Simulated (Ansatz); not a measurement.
**Calculated quadrupolar parameters for MgMn2V4O12**

The cell is a computed structure from the Materials Project (it need not be an observed phase), taken as it stands.

```yaml
crystal:
  lattice:
    - [5.78555, 0.00000, 0.00000]
    - [2.24496, 6.75911, 0.00000]
    - [2.24598, 0.56968, 6.73902]
  atoms:
    - { symbol: Mg, position: [0.74981, 0.73830, 0.26211] }
    - { symbol: Mn, position: [0.75007, 0.09265, 0.90740] }
    - { symbol: Mn, position: [0.25007, 0.91560, 0.08490] }
    - { symbol: V, position: [0.80016, 0.60557, 0.80982] }
    - { symbol: V, position: [0.30540, 0.79468, 0.61673] }
    - { symbol: V, position: [0.69994, 0.19207, 0.39367] }
    - { symbol: V, position: [0.19478, 0.38435, 0.20459] }
    - { symbol: O, position: [0.66245, 0.79425, 0.99108] }
    - { symbol: O, position: [0.75894, 0.38032, 0.90698] }
    - { symbol: O, position: [0.16967, 0.96491, 0.79309] }
    - { symbol: O, position: [0.63742, 0.68716, 0.59867] }
    - { symbol: O, position: [0.74042, 0.09713, 0.61937] }
    - { symbol: O, position: [0.13108, 0.62078, 0.67877] }
    - { symbol: O, position: [0.86208, 0.40393, 0.31169] }
    - { symbol: O, position: [0.34150, 0.88001, 0.36882] }
    - { symbol: O, position: [0.36849, 0.32223, 0.37874] }
    - { symbol: O, position: [0.83793, 0.00909, 0.20674] }
    - { symbol: O, position: [0.15982, 0.63200, 0.11879] }
    - { symbol: O, position: [0.32996, 0.20717, 0.03510] }
```

Atom numbers follow the list; atoms alike are taken as one site, whose name carries the number of the first.

Computed with Ansatz: DFT, PBE+U (U = 3.9 eV on Mn d, U = 2.1 eV on V d), plane waves and PAW, scalar-relativistic, collinear spin, 420 eV cutoff, Γ-centred 4×4×4 k-points, Fermi–Dirac smearing 0.02 eV. Start moments as typed (μB): 0 -4 4 -1 1 -1 1 0 0 0 0 0 0 0 0 0 0 0 0 by atom.

C_Q = eQV_zz/h, which is 24.18 MHz for Q = 1 b and V_zz = 10²¹ V/m²; η = (V_xx − V_yy)/V_zz. Directions are in the Cartesian axes of the cell vectors above, for the atom listed; none is given where the gradient is under 0.02 or η is above 0.95.

```json
{"site": "Mg", "first atom": "1", "first shell": "6 O at 2.09–2.27 Å", "V_zz (10²¹ V/m²)": "-0.45", "η": "0.64", "direction of V_zz (x, y, z)": "0.01 0.72 -0.70"}
{"site": "Mn2", "first atom": "2", "first shell": "6 O at 2.07–2.28 Å", "V_zz (10²¹ V/m²)": "2.13", "η": "0.54", "direction of V_zz (x, y, z)": "0.89 -0.34 -0.31"}
{"site": "Mn3", "first atom": "3", "first shell": "6 O at 2.19–2.22 Å", "V_zz (10²¹ V/m²)": "-2.50", "η": "0.07", "direction of V_zz (x, y, z)": "1.00 -0.02 -0.04"}
{"site": "V4", "first atom": "4", "first shell": "4 O at 1.69–1.93 Å", "V_zz (10²¹ V/m²)": "4.96", "η": "0.41", "direction of V_zz (x, y, z)": "0.82 0.40 0.41"}
{"site": "V5", "first atom": "5", "first shell": "4 O at 1.73–1.80 Å", "V_zz (10²¹ V/m²)": "5.75", "η": "0.62", "direction of V_zz (x, y, z)": "-0.58 0.75 -0.33"}
{"site": "V6", "first atom": "6", "first shell": "4 O at 1.69–1.93 Å", "V_zz (10²¹ V/m²)": "4.93", "η": "0.44", "direction of V_zz (x, y, z)": "0.82 0.44 0.36"}
{"site": "V7", "first atom": "7", "first shell": "4 O at 1.73–1.80 Å", "V_zz (10²¹ V/m²)": "5.82", "η": "0.62", "direction of V_zz (x, y, z)": "-0.58 -0.26 0.77"}
{"site": "O8", "first atom": "8", "first shell": "1 V at 1.84 Å, 1 Mg at 2.09 Å, 2 Mn at 2.19–2.27 Å", "V_zz (10²¹ V/m²)": "-2.29", "η": "0.66", "direction of V_zz (x, y, z)": "0.14 -0.54 0.83"}
{"site": "O9", "first atom": "9", "first shell": "1 V at 1.69 Å, 1 Mn at 2.07 Å, angle 157°", "V_zz (10²¹ V/m²)": "-2.57", "η": "0.73", "direction of V_zz (x, y, z)": "-0.53 0.42 0.74"}
{"site": "O10", "first atom": "10", "first shell": "1 V at 1.73 Å, 2 Mn at 2.22–2.24 Å", "V_zz (10²¹ V/m²)": "-3.12", "η": "0.55", "direction of V_zz (x, y, z)": "0.32 0.86 -0.39"}
{"site": "O11", "first atom": "11", "first shell": "2 V at 1.80–1.93 Å, 1 Mg at 2.27 Å", "V_zz (10²¹ V/m²)": "3.75", "η": "0.84", "direction of V_zz (x, y, z)": "0.83 -0.36 0.42"}
{"site": "O12", "first atom": "12", "first shell": "1 V at 1.69 Å, 1 Mn at 2.07 Å, angle 159°", "V_zz (10²¹ V/m²)": "-2.60", "η": "0.71", "direction of V_zz (x, y, z)": "-0.52 0.78 0.35"}
{"site": "O13", "first atom": "13", "first shell": "2 V at 1.75–1.88 Å, angle 139°", "V_zz (10²¹ V/m²)": "3.48", "η": "0.42", "direction of V_zz (x, y, z)": "0.85 0.40 -0.33"}
{"site": "O14", "first atom": "14", "first shell": "2 V at 1.80–1.93 Å, 1 Mg at 2.26 Å", "V_zz (10²¹ V/m²)": "3.74", "η": "0.85", "direction of V_zz (x, y, z)": "0.84 0.38 -0.39"}
{"site": "O15", "first atom": "15", "first shell": "1 V at 1.73 Å, 1 Mg at 2.19 Å, 1 Mn at 2.20 Å", "V_zz (10²¹ V/m²)": "-2.72", "η": "0.99", "direction of V_zz (x, y, z)": "–"}
{"site": "O16", "first atom": "16", "first shell": "2 V at 1.75–1.88 Å, angle 139°", "V_zz (10²¹ V/m²)": "3.48", "η": "0.43", "direction of V_zz (x, y, z)": "0.86 -0.30 0.42"}
{"site": "O17", "first atom": "17", "first shell": "1 V at 1.84 Å, 1 Mg at 2.09 Å, 2 Mn at 2.19–2.28 Å", "V_zz (10²¹ V/m²)": "-2.29", "η": "0.63", "direction of V_zz (x, y, z)": "0.12 0.78 -0.62"}
{"site": "O18", "first atom": "18", "first shell": "1 V at 1.73 Å, 1 Mn at 2.20 Å, 1 Mg at 2.20 Å", "V_zz (10²¹ V/m²)": "-2.72", "η": "0.98", "direction of V_zz (x, y, z)": "–"}
{"site": "O19", "first atom": "19", "first shell": "1 V at 1.73 Å, 2 Mn at 2.21–2.24 Å", "V_zz (10²¹ V/m²)": "-3.12", "η": "0.56", "direction of V_zz (x, y, z)": "0.32 -0.31 0.89"}
```

At O10 and O19 V_zz stands upright on the plane through its three neighbours (within 12°) in each case. At O13 and O16 V_zz runs parallel to the line that joins its two neighbours (within 4°) in each case.

The largest force is 1.1 eV/Å, so the atoms aren't at the calculated equilibrium and relaxing them would move these values. With a gap of 0.9 eV on this mesh, small gradients can still move by 0.1 × 10²¹ V/m² or more as the k-mesh gets denser. The magnetic order is the one that the run reached from its start moments, not necessarily the measured one. Where η is near 1 the sign of V_zz means little.

The run took 9 min of wall time (18 min of CPU time) and 2 GiB at its peak, on 2 threads of Arm Neoverse V2 (aarch64; 8 cores open to the job, memory cap 5.0 GiB, no GPU), a shared host with a load of 0.4 a core.
